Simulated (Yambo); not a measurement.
Yambo run on CdBr2 (space group R-3m, No. 166). The wavefunctions are norm-conserving LDA (Quantum ESPRESSO, 102 Ry, scalar-relativistic) ones on a 4×4×4 mesh (17 occupied bands); a = b = c = 6.893 Å, α = β = γ = 33.92°.

Yambo input:

```
rim_cut
HF_and_locXC
RandQpts= 1000000
RandGvec= 1 Ry
EXXRLvcs= 102 Ry
VXCRLvcs= 408 Ry
% QPkrange
 1 | 1 | 17 | 18 |
 13 | 13 | 17 | 18 |
%
```

k points by index: 1 = Γ, 13 = Z.

Table of the .hf output:

```
#    K-point    Band    Eo [eV]    Ehf [eV]    Vxc [eV]    Vnlxc [eV]
#
    1    17    -0.086082    -3.673499    -14.23062    -17.81804
    1    18    2.547162    6.582056    -11.03224    -6.997343
    13    17    0.000000    -3.549175    -14.30194    -17.85112
    13    18    3.707049    7.983520    -12.59940    -8.322926
```
Exchange alone, without screening.

Spin-orbit coupling is not included.

Geometry of the Materials Project entry, not relaxed at this level.

The distance between layers or molecules is the database entry's, not relaxed here. Functionals without dispersion can leave it too large, which widens gaps and weakens the response across layers: the numbers belong to this cell.
